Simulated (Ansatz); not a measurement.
The runs began from a structure in Materials Project; this end point is another cell, not compared with measured phases.

The end point of a relaxation of RbAlF4. Space group P4/mmm (No. 123). All values below come from r2SCAN (plane waves to 500 eV, PAW, scalar-relativistic; Ansatz, an electronic-structure program).

```cif
data_AlF4Rb
_chemical_formula_sum 'Al1 Rb1 F4'
_space_group_name_H-M_alt 'P 1'
_space_group_IT_number 1
_cell_length_a 4.76690
_cell_length_b 4.76690
_cell_length_c 7.26795
_cell_angle_alpha 90.000
_cell_angle_beta 90.000
_cell_angle_gamma 90.000
loop_
_space_group_symop_operation_xyz
  'x, y, z'
loop_
_atom_site_label
_atom_site_type_symbol
_atom_site_fract_x
_atom_site_fract_y
_atom_site_fract_z
_atom_site_occupancy
Al1 Al 0.00000 0.00000 0.00000 1
Rb1 Rb 0.50000 0.50000 0.50000 1
F1 F 0.50000 0.50000 0.86804 1
F2 F 0.50000 0.50000 0.13196 1
F3 F 0.50000 0.00000 0.50000 1
F4 F 0.00000 0.50000 0.50000 1
```

What band gap does r2SCAN give?

No gap: a half-metal at this level (one spin channel is gapped at the Fermi level).

Estimate the magnetic moment that r2SCAN returns for this input.

Net 0.33 μB/atom, ferromagnetic.

Spin state reached: ferromagnetic (net 0.33 μB/atom); other spin orders were not run from this start.

The run could not lose the symmetry of its start.

It was reached from a disturbed copy of a P4/mmm (No. 123) cell, against which it lies +2.75 eV/atom.
